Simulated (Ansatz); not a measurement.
GePt (Pnma), relaxed with r²SCAN (Ansatz, an electronic-structure program, plane waves, PAW): a = 5.7745 Å, b = 3.7200 Å, c = 6.1094 Å, α = β = γ = 90.00°.

| Property | Result |
|---|---|
| ΔH_f (eV/atom) | -0.47 |

Problem. The same phase is relaxed and computed with PBE in the same code. What are the cell and these values now?

Solution. a = 5.837 Å, b = 3.752 Å, c = 6.164 Å, α = 90.00°, β = 90.00°, γ = 90.00°.

ΔH_f (eV/atom): -0.47

All cells were relaxed under the symmetry of their starts (and spin orders); stability against distortions was not tested throughout. Rows with no word on spin ran without spin polarisation. Scalar-relativistic: spin–orbit coupling is off unless named, which matters more the heavier the elements.

Potentials: the earlier of the program's two PAW sets.

Ansatz is a plane-wave DFT program.

Formation energies count from the lowest solids of the elements computed at the same level, not from gases.
